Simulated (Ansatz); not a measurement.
Ta2O5:
```
CELL_PARAMETERS angstrom
      3.66567     0.00000     0.00000
      0.00000     6.45647     0.00000
      0.00000     0.00000     7.71480
ATOMIC_POSITIONS crystal
  O  0.99932 0.67966 0.50000
  O  0.00068 0.32034 0.50000
  O  0.00068 0.67966 0.00000
  O  0.99932 0.32034 0.00000
  O  0.50000 0.50000 0.75000
  O  0.50000 0.50000 0.25000
  Ta 0.50000 0.50000 0.50000
  Ta 0.50000 0.50000 0.00000
  O  0.50000 0.00000 0.50000
  O  0.50000 0.00000 0.00000
  Ta 0.00000 0.00000 0.50000
  Ta 0.00000 0.00000 0.00000
  O  0.00000 0.00000 0.75000
  O  0.00000 0.00000 0.25000
```

Relaxed with r²SCAN. r²SCAN (plane waves, PAW; program Ansatz) gives a gap of 0.64 eV.

Problem. What gap does HSE06 give on the same cell (Ansatz, PAW)?

Solution. 1.57 eV, 0.92 eV more. The hybrid was solved on a coarser mesh and at special points; its gap is the smallest among all of these.

Cost on shared cores: the r²SCAN run (SCF on a 8×5×4 mesh, then bands and DOS) roughly 6 core-minutes, the HSE06 run (SCF on 5×3×2, then a few points) about 2.5 core-minutes (a rough figure); the tasks are unlike.

Space group Pmmm. The workflow started from an entry of the Crystallography Open Database (COD); the relaxed space group is not among those it files for this formula. COD files the formula under space group No. 49, so this cell is another polymorph or a model. Whether it is the stable phase at ambient conditions was not checked. The r²SCAN relaxation kept the symmetry of its start; whether a distortion lowers the energy is not shown. The run is not spin-polarised. Scalar-relativistic: spin–orbit coupling is off unless named, which matters more the heavier the elements.

Potentials: the later of the program's two PAW sets.
